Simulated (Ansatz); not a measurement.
TiTe$_{2}$ (CdI2 type)

```xyz
6
Lattice="7.5679 0.0000 0.0000 -1.8920 3.2770 0.0000 0.0000 0.0000 6.6016" Properties=species:S:1:pos:R:3 pbc="T T T"
Ti     0.0000     0.0000     0.0000
Ti     3.7840     0.0000     0.0000
Te     0.0000     2.1847     1.6956
Te     3.7840     2.1847     1.6956
Te     1.8920     1.0923     4.9060
Te     5.6759     1.0923     4.9060
```

In this cell atom 3 (Te, nearest neighbour Ti at 2.765 Å; its periodic images, 3.8 Å or more away, move with it) is moved by s along Cartesian x, unit vector (1.000, 0.000, 0.000); all other atoms and the cell stay fixed.

Calculation: r2SCAN+rVV10 (plane waves to 500 eV, PAW, scalar-relativistic; Ansatz, a program for electronic structure). k mesh 11×11×6 (Γ-centred), Fermi-Dirac smearing 0.05 eV. The energy includes the smearing's −TS. With partly filled bands, energies and forces of such displacements shift with the k mesh and the smearing. Spin-orbit coupling is left out, though Te is heavy. TiTe2 is run without spin polarisation. TiTe2 was relaxed with its symmetry unable to fall. ΔE is measured from the undisplaced structure.

Problem. What ΔE (meV/cell) does the calculation give at s (Å) = -0.280, -0.224, -0.112, -0.056, 0.056, 0.112, 0.168, 0.280?

Solution. 
```json
[
 {"s (Å)": "-0.280", "ΔE (meV/cell)": "215"},
 {"s (Å)": "-0.224", "ΔE (meV/cell)": "137"},
 {"s (Å)": "-0.112", "ΔE (meV/cell)": "34"},
 {"s (Å)": "-0.056", "ΔE (meV/cell)": "9"},
 {"s (Å)": "0.056", "ΔE (meV/cell)": "9"},
 {"s (Å)": "0.112", "ΔE (meV/cell)": "35"},
 {"s (Å)": "0.168", "ΔE (meV/cell)": "78"},
 {"s (Å)": "0.280", "ΔE (meV/cell)": "218"}
]
```

(For displaced atoms, the force is minus the slope of the energy, and its curvature is a force constant, which sets phonon frequencies.)
